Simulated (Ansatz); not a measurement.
TaAs:
Space group I4₁md (No. 109); a = b = 3.405 Å, c = 11.511 Å, α = β = γ = 90.00°

```tsv
atom	site	symmetry	x	y	z
Ta	4a	2mm.	0.0000	0.0000	0.7503
As	4a	2mm.	0.0000	0.0000	0.3323
```
(The calculation used a cell of 4 atoms; values per cell refer to that cell.)

Relaxed at zero pressure with DFT-LDA in the program Ansatz with PAW potentials.

### Question
The volume is raised by 9 % and shape and atoms relax at that volume. What pressure results, and how do the axes share the change?

### Answer
-14.1 GPa; a 2.4 %, b 2.4 %, c 4.0 %; the energy rises by 71 meV/atom.

### Question
Give the new structure.

### Answer

Space group I4₁md (No. 109); a = 3.4865 Å, b = 3.4865 Å, c = 11.9682 Å, α = 90.00°, β = 90.00°, γ = 90.00°

```csv
atom,site,symmetry,x,y,z
Ta,4a,2mm.,0.0000,0.0000,0.7498
As,4a,2mm.,0.0000,0.0000,0.3328
```

The phase is kept; no other phase was compared at this pressure.

Space group I4_1md. The cell was relaxed with LDA under the symmetry of its start. No spin polarisation was allowed. Spin–orbit coupling is left out wherever it is not named.

Potentials: the earlier of the program's two PAW sets. The files were generated under PBE; for other functionals the program regenerates the frozen cores, and for LDA and PBEsol the local potential too.
